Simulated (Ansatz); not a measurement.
SiW in space group I4_1md (No. 109; W on 4a, Si on 4a), DFT-PBE in the program Ansatz with PAW potentials, all energies at zero smearing, with the estimated change up to a 700 eV cutoff added, with one set of potentials and settings (totals compare only within such a set). Cell of 4 atoms (2 W, 2 Si): -22041.675 eV.

```tsv
element	reference phase	E (eV/atom)
W	Im-3m, 1 atoms in the cell	-10384.8193
Si	Fd-3m, 2 atoms in the cell	-635.8096
```

Formation energy per atom, worked out: (-22041.675 − 2×(-10384.8193) − 2×(-635.8096))/4 = -0.104 eV/atom (-10 kJ per mol of atoms), at 0 K, without zero-point energy or fitted corrections.

The cell is a constructed one: a structure type filled with these elements; neither database checked (COD, Materials Project) lists it. Whether it is the stable phase at ambient conditions was not checked. The cell was relaxed with PBE under the symmetry of its start; its stability against distortions is not shown here. The run is not spin-polarised. The references are the lowest solids computed at this level, not always the standard phases. Spin–orbit coupling is left out wherever it is not named.

Potentials: the later of the program's two PAW sets.
